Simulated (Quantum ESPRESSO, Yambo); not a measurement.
CaGaGeH (space group P3m1, No. 156) under biaxial strain (along x and y, z relaxed), counted from the cell relaxed with PBEsol, atoms relaxed at each step. PBEsol (Quantum ESPRESSO, PseudoDojo norm-conserving, 80 Ry, no spin-orbit coupling); G0W0 in Yambo (3×3×4 Γ-centred k mesh, bands 2 to 138 and a 8 Ry block in the screening, 138 bands in G with the Bruneval-Gonze terminator, plasmon pole fitted at 27.2 eV).

| strain (%) | PBEsol gap (eV) | kind | G0W0 direct gap (eV) |
|---|---|---|---|
| -2 | 0.39 | near tie | 1.83 at A |
| -1 | [?] | indirect | [?] |
| 0 | 0.27 | indirect | 1.27 at A |
| +1 | 0.20 | indirect | 1.00 at A |
| +2 | 0.15 | indirect | 0.75 at A |

Problem. Estimate the withheld gaps from the other strains; the computed values follow.

Solution. 
- -1, PBEsol gap (eV): 0.34
- -1, G0W0 direct gap (eV): 1.54 at A

GW, BSE and RPA settings are held fixed; their convergence isn't established. «Near tie»: competing band extrema lie within 0.03 eV. Strains are linear. The screening block changes size along the series (159 vectors at -2 %, 163 vectors at -1 %, 175 vectors at +0 %, 187 vectors at +1 %, 199 vectors at +2 %), which puts steps into the G0W0 values. Spin-orbit splittings are left out. Axes are Cartesian, with cell vectors (Å) (4.11, 0.00, 0.00), (-2.05, 3.56, 0.00), (0.00, 0.00, 4.64).

The standard potentials for Ga, Ge keep a d shell in the valence without the s and p states of that shell. In tests on such compounds this moved G0W0 gaps by up to about 0.9 eV, so absolute quasiparticle energies here are unreliable; differences between settings are what counts.
